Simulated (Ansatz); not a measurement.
## MoS2 under strain — ³³S NMR of the central transition

Cell: an entry of the Crystallography Open Database (COD), relaxed with PBE at fixed cell and then changed (z compressed by 3 %, ions relaxed).

```
CELL_PARAMETERS angstrom
3.14000 0.00000 0.00000
-1.57000 2.71932 0.00000
0.00000 0.00000 12.15410
ATOMIC_POSITIONS crystal
Mo 0.33333 0.66667 0.25000
Mo 0.66667 0.33333 0.75000
S 0.33333 0.66667 0.62089
S 0.66667 0.33333 0.12089
S 0.33333 0.66667 0.87911
S 0.66667 0.33333 0.37911
```

Atoms are numbered from 1 in the order listed; like atoms form one site, named after its first atom.

All values are calculated (Ansatz; DFT, PBE, plane waves and PAW, scalar-relativistic, collinear spin, 420 eV cutoff, Γ-centred 16×16×4 k-points, Fermi–Dirac smearing 0.02 eV), not measured. Start moments as typed (μB): 2 on each Mo, none on the rest.

³³S has I = 3/2 and Q = -69.40 mb (Pyykkö 2018); at 11.7 T its Larmor frequency is ν₀ = 38.3 MHz. Only the quadrupole interaction is simulated: positions count from each site's isotropic chemical shift, and shift anisotropy, dipolar and J coupling are left out.

Q: What does the ³³S spectrum (static powder) show for each site?

A: 

| site | first shell | C_Q (MHz) | η | P_Q (MHz) | δ_QIS (ppm) | breadth (kHz) |
| --- | --- | --- | --- | --- | --- | --- |
| S | 3 Mo at 2.40 Å | 8.53 | 0.00 | 8.53 | -1242 | 248 |

δ_QIS = −(ν_Q²/30ν₀²)[I(I+1) − 3/4](1 + η²/3) × 10⁶ ppm with ν_Q = 3|C_Q|/[2I(2I−1)]; it falls as 1/B₀² in ppm, and the breadth as 1/B₀ in kHz.

An axis of threefold or higher order runs through S, so V_zz lies along it and η is zero.

Without spin–orbit coupling (the program notes it for Mo) the gradients can shift somewhat, as the gap is small. The start moments die out, and the run ends without spin.
